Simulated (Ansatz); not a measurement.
Crystals of one structure type (diamond) and one family of elements, relaxed and computed with DFT-PBE in the program Ansatz with PAW potentials.

```csv
crystal,V (Å³/atom),B₀ by P(V) fit (GPa)
Os,21.44,205
Ir,21.58,185
Re,22.57,?
Ta,28.40,70.3
Hf,34.97,29.8
```

Q: Fit a straight line to ln B₀ against ln V and predict the withheld value.

A: Least squares on the 4 shown rows: ln B₀ = -3.84 × ln V + (17.064), with a scatter of 4 %. For Re this gives 163. The run itself gave 178, outside the scatter: the line misses something about this case.

Typed or built starts, not in the databases checked: Os, diamond; Ir, diamond; Re, diamond; Ta, diamond; Hf, diamond. Not the usual ambient phase: Os, diamond; Ir, diamond; Re, diamond; Ta, diamond; Hf, diamond. All cells were relaxed under the symmetry of their starts (and spin orders); stability against distortions was not tested throughout. Rows with no word on spin ran without spin polarisation. Scalar-relativistic: spin–orbit coupling is off unless named, which matters more the heavier the elements.

Potentials: the earlier of the program's two PAW sets.
